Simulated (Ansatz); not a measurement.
# ZrTi3N4 (P4/mmm)

The calculation used Ansatz, DFT PBE, scalar-relativistic, plane waves, PAW.

Plane waves to 420 eV, a k mesh through Γ of 12×12×6 on the computed 8-atom cell and Gaussian smearing (0.10 eV); no spin polarisation.

The structure is relaxed at this level of theory with its symmetry kept, and needn't be the ground state of this composition.

Space group P4/mmm (No. 123), tetragonal, a = 3.085 Å, c = 8.689 Å. Around Zr lie 6 N at 2.18–2.24 Å, 4 Zr at 3.08 Å and 8 Ti at 3.16 Å; Ti on a site of symmetry 4/mmm is surrounded by 6 N at 2.10–2.18 Å; Ti on a site of symmetry 4mm is surrounded by 6 N at 2.06–2.28 Å, 8 Ti at 3.00–3.08 Å and 4 Zr at 3.16 Å; around N on a site of symmetry 4mm lie 5 Ti at 2.10–2.18 Å and 1 Zr at 2.24 Å; N on a site of symmetry 4/mmm has 6 Ti at 2.06–2.18 Å; N on a second site of symmetry 4/mmm is surrounded by 4 Zr at 2.18 Å and 2 Ti at 2.28 Å.

```json
{"Volume per atom": "10.33 Å³", "Formation energy from the elements' standard states (uncorrected)": "-1.666 eV/atom", "Kohn–Sham band gap": "none (metal)", "Density of states at the Fermi level": "3.7 states/eV per cell", "Orbital (Löwdin) character within 0.5 eV of the Fermi level": "Ti 3d 73 %, N 2p 14 %, Zr 4d 11 %", "Bader charge by site (e)": "Zr (1 in the cell) 2.01, Ti (1 in the cell) 1.73, Ti (2 in the cell) 1.71, N (2 in the cell) -1.79, N (1 in the cell) -1.76, N (1 in the cell) -1.84"}
```

The cell was found from a structure generator's guess, not taken from experiment. Löwdin shares on free-atom orbitals overweight diffuse shells.
